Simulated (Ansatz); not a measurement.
This cell of KTaO3 (cubic perovskite) is off equilibrium:

```
CELL_PARAMETERS angstrom
      4.02442     0.00000     0.00000
      0.00000     4.02442     0.00000
      0.00000     0.00000     4.02442
ATOMIC_POSITIONS crystal
  K  0.95825 0.00000 0.00000
  Ta 0.50000 0.50000 0.50000
  O  0.00000 0.50000 0.50000
  O  0.50000 0.50000 0.00000
  O  0.50000 0.00000 0.50000
```

Level of theory: PBE (plane waves to 420 eV, PAW, scalar-relativistic; Ansatz, an electronic-structure program). k mesh 7×7×7 (Γ-centred), Fermi-Dirac smearing 0.05 eV. The energy includes the smearing's −TS. Stress and pressure are positive under compression. KTaO3 is run without spin polarisation. KTaO3 was relaxed with its symmetry unable to fall. Spin-orbit coupling is left out, though Ta is heavy.

Predict the force on every atom, in eV/Å.


| atom | Fx | Fy | Fz |
|---|---|---|---|
| K1 | 0.642 | 0.000 | 0.000 |
| Ta2 | -0.367 | 0.000 | 0.000 |
| O3 | -0.114 | 0.000 | 0.000 |
| O4 | -0.080 | 0.000 | 0.000 |
| O5 | -0.080 | 0.000 | 0.000 |

Give the stress tensor in GPa and the pressure.


```
   0.24     0.00     0.00
   0.00     0.48     0.00
   0.00     0.00     0.48
```
The pressure, a third of the trace, is 0.40 GPa.

In it atom 1 sits (-0.168, 0.000, 0.000) Å away from its relaxed site. What is its energy relative to the relaxed cell?

53.5 meV/cell.

(A displaced cell: forces are minus the slopes of the energy, force constants its curvatures, and phonons follow from these.)
